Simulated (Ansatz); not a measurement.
A generated cell, not matched to a known phase here, of AgF: F-43m (No. 216), cF8, zinc blende type; a = b = c = 5.3211 Å, α = β = γ = 90.00°; F 4c (0.250, 0.250, 0.250); Ag 4a (0.000, 0.000, 0.000). The numbers are results of PBEsol (plane waves to 420 eV, PAW, scalar-relativistic; Ansatz, a program for electronic structure), not measurements. Element references, the lowest calculated here: Ag (Fm-3m), F (R-3m, a generated molecular cell); gases are represented by their molecular solids.

Total energies (eV/atom, σ → 0; comparable only within this code, potentials and settings):

| phase | E (eV/atom) |
|---|---|
| AgF (F-43m) | -4160.664 |
| Ag (Fm-3m) | -7522.250 |
| F (R-3m) | -797.657 |

What is the formation energy of this F-43m form of AgF from the elements?

E_f = -4160.664 − [1 × (-7522.250) + 1 × (-797.657)] / 2 = -0.71 eV/atom (-1.4 eV per formula unit).

A lower structure of this composition may exist.

Static energies, no anion corrections, no zero-point energy. Values are rounded to 0.01 eV/atom. Not shown to be the ambient phase of their composition (a lower form may be missing, and a cell relaxed within its start's symmetry can be a saddle point): AgF (F-43m). The compounds carry no spin polarisation. The d or f electrons are treated with no Hubbard U.
